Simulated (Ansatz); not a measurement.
ZrSi$_{2}$:
```cif
data_Si8Zr4
_chemical_formula_sum 'Si8 Zr4'
_space_group_name_H-M_alt 'Cmcm'
_space_group_IT_number 63
_space_group_name_Hall '-C 2c 2'
_cell_length_a 3.69000
_cell_length_b 14.86387
_cell_length_c 3.66473
_cell_angle_alpha 90.000
_cell_angle_beta 90.000
_cell_angle_gamma 90.000
loop_
_atom_site_label
_atom_site_type_symbol
_atom_site_symmetry_multiplicity
_atom_site_Wyckoff_symbol
_atom_site_fract_x
_atom_site_fract_y
_atom_site_fract_z
_atom_site_occupancy
Si1 Si 4 c 0.00000 0.05173 0.25000 1
Si2 Si 4 c 0.00000 0.24979 0.75000 1
Zr1 Zr 4 c 0.00000 0.39415 0.25000 1
```
(The calculation used a cell of 6 atoms; values per cell refer to that cell.)

Relaxed with r²SCAN.

Tabulate the valence density and the electron localisation function along the shortest Si–Si contact (2.39 Å), the program Ansatz at the r²SCAN level (PAW).



```
distance from Si (Å)  density (e/Å³)   ELF
--------------------  --------------  ----
0.24                            0.24  0.19
0.36                            0.30  0.27
0.48                            0.36  0.40
0.60                            0.41  0.53
0.72                            0.44  0.64
0.84                            0.46  0.70
0.96                            0.46  0.73
1.08                            0.45  0.74
1.20                            0.45  0.75
1.32                            0.45  0.74
1.44                            0.46  0.73
1.55                            0.46  0.70
1.67                            0.44  0.64
1.79                            0.41  0.53
1.91                            0.36  0.40
2.03                            0.30  0.27
2.15                            0.24  0.19
```

The density is the valence pseudo-density with augmentation charge, so density and ELF within about 1 Å of a nucleus are not all-electron values.

The r²SCAN relaxation kept the symmetry of its start; of distortions, only those at the zone centre were tested. The run is not spin-polarised.

Potentials: the later of the program's two PAW sets.
